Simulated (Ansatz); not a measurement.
Values for one crystal, relaxed and computed with DFT-r²SCAN in the program Ansatz with PAW potentials; other levels are named.

| Property | Result |
|---|---|
| Volume per atom | 23.46 Å³ |
| Electronic character | metallic (no gap) |
| Zone-centre stability | no imaginary mode at Γ |
| Bulk modulus (Birch–Murnaghan fit) | 57.2 GPa |
| Density of states at the Fermi level | 0.35 states/eV per atom (mean over ±0.08 eV) |
| Formation energy from the elements (no fitted shifts) | 0.071 eV/atom |
| Gap with spin–orbit coupling | none (metallic) |

Question: Which of these materials gives this?
(A) InSb, P-6m2 (In on 1a, Sb on 1f)
(B) EuSbAu, P6_3/mmc (Eu on 2a, Sb on 2c, Au on 2d)
(C) Sb3Au, Im-3m (Sb on 6b, Au on 2a)
(D) GaSb, I-4m2 (Ga on 2d, Sb on 2a)

Answer: D, GaSb, I-4m2 (Ga on 2d, Sb on 2a)

The workflow started from a Materials Project entry (that database holds measured and hypothetical structures alike); the Crystallography Open Database copy checked does not list it. It is not the phase usual at ambient conditions (space group No. 216). Symmetry was held in the r²SCAN relaxation. The references are the lowest solids computed at this level, not always the standard phases. Scalar-relativistic: spin–orbit coupling is off unless named, which matters more the heavier the elements.

Potentials: the later of the program's two PAW sets.
